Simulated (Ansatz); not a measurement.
Computed with DFT PBE, scalar-relativistic, plane waves, PAW, and for the lanthanide a 4f-in-core norm-conserving potential, in Ansatz. Cutoff 630 eV, Γ-centred meshes of about 0.25 Å⁻¹ or finer for metals and 0.3 Å⁻¹ for insulators (2π included), Gaussian smearing. No spin polarisation.

Relaxed structures of Dy₅C, with energies over the first row. Coordination counts Dy atoms around C (those within 1.25 times the shortest such distance or 1.15 times the sum of covalent radii, 1.27 where that leaves under three).

```json
{"#": "1", "form": "Immm", "sites": "Dy 4g, 4i, 2b; C 2a", "V (Å³/atom)": "28.5", "coordination": "C 6", "ΔE (meV/atom)": "0"}
{"#": "2", "form": "Cmmm", "sites": "Dy 4j, 4i, 2c; C 2a", "V (Å³/atom)": "26.5", "coordination": "C 4", "ΔE (meV/atom)": "152"}
```

A further structure, relaxed alike:

```cif
data_structure
_symmetry_space_group_name_H-M 'R-3m:H'
_symmetry_Int_Tables_number 166
_cell_length_a 6.6169
_cell_length_b 6.6169
_cell_length_c 12.0438
_cell_angle_alpha 90.000
_cell_angle_beta 90.000
_cell_angle_gamma 120.000
_cell_volume 456.67
loop_
_atom_site_label
_atom_site_type_symbol
_atom_site_symmetry_multiplicity
_atom_site_Wyckoff_symbol
_atom_site_fract_x
_atom_site_fract_y
_atom_site_fract_z
_atom_site_occupancy
Dy1 Dy 9 d 0.16667 0.33333 0.83333 1
Dy2 Dy 6 c 0.33333 0.66667 0.04798 1
C1 C 3 a 0.00000 0.00000 0.00000 1
```

Question: Where does it fall in the ranking, and at what energy?

Answer: It is the highest, 306 meV/atom above row 1, with space group R-3m (No. 166) and 25.4 Å³/atom. Counting Dy atoms around C, this cell and row 1 both have C 6. Dy on a site of symmetry 2/m has 2 C at 2.77 Å, 6 Dy at 3.21–3.31 Å and 4 Dy at 3.60 Å; Dy on a site of symmetry 3m has 1 Dy at 2.86 Å, 3 Dy at 3.21 Å, 6 Dy at 3.60 Å, 3 C at 3.86 Å and 3 Dy at 3.99 Å; C is surrounded by 6 Dy at 2.77 Å.

With atoms moved at random, row 1 (by 107 meV/atom) fell into a lower structure. Row 2 and the further cell had no clear such test and can be saddle points.

The lanthanide is trivalent by construction, without f bands, f moments or other valences.
